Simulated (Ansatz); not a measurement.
# Property card for Sb

Sb:
```xyz
1
Lattice="3.0873 0.0000 0.0000 0.0000 3.0873 0.0000 0.0000 0.0000 3.0873" Properties=species:S:1:pos:R:3 pbc="T T T"
Sb     0.0000     0.0000     0.0000
```

Space group Pm-3m (No. 221), simple cubic; conventional cell a = b = c = 3.087 Å, α = β = γ = 90.00°.

Method: r²SCAN (plane waves, PAW; program Ansatz). The cell and atoms are relaxed at this level. Other levels are named where they apply.

### Cell and energy

```yaml
volume_per_atom: 29.43 Å³
density: 6.87 g/cm³
```

### Electronic structure

```yaml
electronic_character: metallic (no gap)
Density of states at the Fermi level: 0.46 states/eV per atom (mean over ±0.08 eV)
Gap with spin–orbit coupling: none (metallic)
```

### Mechanics

```yaml
Elastic constants (relaxed ions, GPa): C11 = 137, C12 = 21.3, C44 = 15.5
mechanical_stability: stable (all eigenvalues of C positive)
hill_bulk_and_shear_moduli: 59.7 and 27.2 GPa
Young's modulus: 70.8 GPa
Poisson's ratio: 0.30
debye_temperature_from_the_elastic_constants: 214 K
```

The workflow started from a Materials Project entry (that database holds measured and hypothetical structures alike); the Crystallography Open Database files this formula in space group No. 221, but the cells were not matched. It is not the phase usual at ambient conditions (space group No. 166). The cell was relaxed with r²SCAN under the symmetry of its start; whether a distortion lowers the energy is not shown. As this level gives no gap, shear constants depend on the k-mesh and smearing (Fermi–Dirac, 0.1 eV here). Scalar-relativistic: spin–orbit coupling is off unless named, which matters more the heavier the elements.

Potentials: the earlier of the program's two PAW sets.
